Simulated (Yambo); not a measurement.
## Excitons in RbCl at +2 % isotropic strain

```xyz
2
Lattice="0.0000 3.3358 3.3358 3.3358 0.0000 3.3358 3.3358 3.3358 0.0000" Properties=species:S:1:pos:R:3 pbc="T T T"
Cl     3.3358     3.3358     3.3358
Rb     6.6717     6.6717     6.6717
```

The PBEsol cell relaxed from Materials Project entry mp-23295 was given an isotropic strain of +2 % on all lattice vectors, and the atoms were relaxed again.

BSE in Yambo on PBEsol (pw.x of Quantum ESPRESSO, ONCV potentials, scalar-relativistic) bands: 6×6×6 mesh, 3 valence and 7 conduction bands, static screening with 32 bands and a 4 Ry block, scissor 3.05 eV, Tamm-Dancoff; field along x.

| state | energy (eV) | states within 2 meV | relative strength | class | main transitions |
|---|---|---|---|---|---|
| 1 | 6.72 | 3 | 1.00 | strong | several band pairs |
| 2 | 7.33 | 3 | 0.27 | strong | several band pairs |
| 3 | 7.62 | 3 | < 0.01 | dark | several band pairs |
| 4 | 7.68 | 3 | < 0.01 | dark | several band pairs |
| 5 | 7.69 | 2 | < 0.01 | dark | several band pairs |
| 6 | 7.85 | 3 | < 0.01 | dark | several band pairs |
| 7 | 7.87 | 2 | < 0.01 | dark | several band pairs |
| 8 | 7.89 | 1 | < 0.01 | dark | VB−2 → CB (100 %) |

These are vertical excitations (zero momentum). The direct quasiparticle gap on this mesh is 7.78 eV; counted from there, state 1 is bound by 1.06 eV. Convergence with the mesh was not shown.

States at or above the direct gap are the continuum as this mesh samples it, not bound excitons.

Spin singlets only. Strengths are relative to the strongest of the lowest states of this run; strong means a line over 3 % of the spectrum's maximum, dark under 0.03 %. Absolute energies carry the error of the G0W0 scissor, whose convergence isn't established.
